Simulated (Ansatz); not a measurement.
# C: energy along a strain

C, Fd-3m, a = 3.567 Å (as given, not relaxed at this level: -13.1 GPa). Ansatz: LDA, PAW, 420 eV, Γ-centred 12×12×12 mesh on 2 atoms, Gaussian smearing 0.05 eV; no spin polarisation. Cell vectors (Å): 0.000 1.783 1.783; 1.783 0.000 1.783; 1.783 1.783 0.000. The cell is strained by x per cent times the pattern (1 1 0 0 0 0) in the order xx yy zz yz xz xy (engineering shears), with fractional coordinates held. y is the free energy over the start, V0 = 5.672 Å³/atom. Points with a strain past 8.5 % were computed too (3) and aren't used here.

| x (%) | y (meV/atom) |
| --- | --- |
| -7.50 | 200.42 |
| -5.00 | ? |
| -2.50 | 3.83 |
| 0.00 | 0.00 |
| 2.50 | 47.62 |
| 5.00 | 139.01 |
| 7.50 | 267.58 |

Question: Fit y = c1 x + c2 x² + c3 x³ to the other rows, get the stiffness along the pattern, and predict the missing energy.

Answer: Least squares on the rows shown. y = 9.1849 x + 4.1580 x² − 0.083805 x³. The clamped-ion stiffness p·C·p = 2 × 41.58 eV × 160.2 / 5.672 Å³ = 2349 GPa (second derivative at the start, which stands under stress). At x = -5.00 the fit asked for gives 68.50 meV/atom. The run gave 67.48 meV/atom, so the fit is 1.02 meV/atom too high, 0.38 % of the span of the series, against an rms of 0.30 meV/atom on the fitted rows. With a term in x⁴ added, a fit to the same known rows predicts 67.52 meV/atom, so most of the miss is curvature that the known rows already hold.

Cost: 10 runs of about 0.27 core-minutes in all, on Intel Xeon Processor @ 2.70GHz (shared hosts).